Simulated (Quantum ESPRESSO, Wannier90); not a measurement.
# CdS (zinc blende): Wannier90 run

Materials Project entry mp-2469; symmetrised, unrelaxed at this level. COD (Crystallography Open Database) has the formula in 2 space groups, this one among them (matched by group alone). Computed values, not measurements, from PBEsol: Quantum ESPRESSO (norm-conserving PseudoDojo potentials, cutoff 82 Ry, no spin polarisation, no spin-orbit coupling) on a Γ-centred 10×10×10 mesh, then Wannier90. Density: 10×10×10 mesh, Gaussian smearing 0.01 Ry.

Input w.win:

```
num_bands = 17
num_wann = 8
exclude_bands = 1-4,6-10
num_iter = 0
conv_tol = 1.0e-6
conv_window = 4
dis_num_iter = 1000
dis_conv_tol = 1.0e-6
dis_froz_max = 8.94
write_hr = true
write_u_matrices = true
begin projections
Cd: s;p
S: s;p
end projections
begin unit_cell_cart
ang
    0.0000000000    2.9429550000    2.9429550000
    2.9429550000    0.0000000000    2.9429550000
    2.9429550000    2.9429550000    0.0000000000
end unit_cell_cart
begin atoms_frac
Cd   0.0000000000  0.0000000000  0.0000000000
S   -0.2500000000 -0.2500000000 -0.2500000000
end atoms_frac
mp_grid = 10 10 10
begin kpoints
0.0000000000 0.0000000000 0.0000000000
0.0000000000 0.0000000000 0.1000000000
0.0000000000 0.0000000000 0.2000000000
... (997 more lines: the 10x10x10 mesh through Gamma)
end kpoints
```

On the energy scale of pw.x, whose zero is arbitrary, the valence-band maximum lies at 6.49 eV. Lines of w_hr.dat (R1 R2 R3 m n Re Im, eV) for R = 0 and one of the shortest lattice vectors, rounded to 0.01 eV, lines under 0.02 eV left out; orbitals in order: Cd1 s, Cd1 pz, Cd1 px, Cd1 py, S2 s, S2 pz, S2 px, S2 py.

```
    0    0    0    1    1     7.83     0.00
    0    0    0    5    1    -1.12     0.00
    0    0    0    6    1    -1.13     0.00
    0    0    0    7    1    -1.13     0.00
    0    0    0    8    1    -1.13     0.00
    0    0    0    2    2    13.15     0.00
    0    0    0    5    2     1.11     0.00
    0    0    0    6    2     0.25     0.00
    0    0    0    7    2     1.18     0.00
    0    0    0    8    2     1.18     0.00
    0    0    0    3    3    13.15     0.00
    0    0    0    5    3     1.11     0.00
    0    0    0    6    3     1.18     0.00
    0    0    0    7    3     0.24     0.00
    0    0    0    8    3     1.18     0.00
    0    0    0    4    4    13.15     0.00
    0    0    0    5    4     1.11     0.00
    0    0    0    6    4     1.18     0.00
    0    0    0    7    4     1.18     0.00
    0    0    0    8    4     0.24     0.00
    0    0    0    1    5    -1.12     0.00
    0    0    0    2    5     1.11     0.00
    0    0    0    3    5     1.11     0.00
    0    0    0    4    5     1.11     0.00
    0    0    0    5    5    -4.01     0.00
    0    0    0    1    6    -1.13     0.00
    0    0    0    2    6     0.25     0.00
    0    0    0    3    6     1.18     0.00
    0    0    0    4    6     1.18     0.00
    0    0    0    6    6     6.75     0.00
    0    0    0    1    7    -1.13     0.00
    0    0    0    2    7     1.18     0.00
    0    0    0    3    7     0.24     0.00
    0    0    0    4    7     1.18     0.00
    0    0    0    7    7     6.75     0.00
    0    0    0    1    8    -1.13     0.00
    0    0    0    2    8     1.18     0.00
    0    0    0    3    8     1.18     0.00
    0    0    0    4    8     0.24     0.00
    0    0    0    8    8     6.75     0.00
   -1    0    0    1    1    -0.14     0.00
   -1    0    0    2    1     0.15     0.00
   -1    0    0    3    1     0.04     0.00
   -1    0    0    4    1     0.15     0.00
   -1    0    0    5    1    -1.12     0.00
   -1    0    0    6    1     1.13     0.00
   -1    0    0    7    1    -1.13     0.00
   -1    0    0    8    1     1.13     0.00
   -1    0    0    1    2    -0.15     0.00
   -1    0    0    2    2     0.20     0.00
   -1    0    0    3    2    -0.14     0.00
   -1    0    0    4    2     0.23     0.00
   -1    0    0    5    2    -1.11     0.00
   -1    0    0    6    2     0.25     0.00
   -1    0    0    7    2    -1.18     0.00
   -1    0    0    8    2     1.18     0.00
   -1    0    0    1    3     0.04     0.00
   -1    0    0    2    3     0.13     0.00
   -1    0    0    3    3    -0.38     0.00
   -1    0    0    4    3     0.14     0.00
   -1    0    0    5    3     1.11     0.00
   -1    0    0    6    3    -1.18     0.00
   -1    0    0    7    3     0.24     0.00
   -1    0    0    8    3    -1.18     0.00
   -1    0    0    1    4    -0.15     0.00
   -1    0    0    2    4     0.23     0.00
   -1    0    0    3    4    -0.14     0.00
   -1    0    0    4    4     0.20     0.00
   -1    0    0    5    4    -1.11     0.00
   -1    0    0    6    4     1.18     0.00
   -1    0    0    7    4    -1.18     0.00
   -1    0    0    8    4     0.24     0.00
   -1    0    0    3    5    -0.04     0.00
   -1    0    0    7    5    -0.07     0.00
   -1    0    0    3    6    -0.02     0.00
   -1    0    0    6    6     0.04     0.00
   -1    0    0    7    6    -0.02     0.00
   -1    0    0    8    6     0.02     0.00
   -1    0    0    3    7    -0.03     0.00
   -1    0    0    5    7    -0.07     0.00
   -1    0    0    6    7     0.02     0.00
   -1    0    0    7    7    -0.09     0.00
   -1    0    0    8    7     0.02     0.00
   -1    0    0    3    8    -0.02     0.00
   -1    0    0    6    8     0.02     0.00
   -1    0    0    7    8    -0.02     0.00
   -1    0    0    8    8     0.04     0.00
```
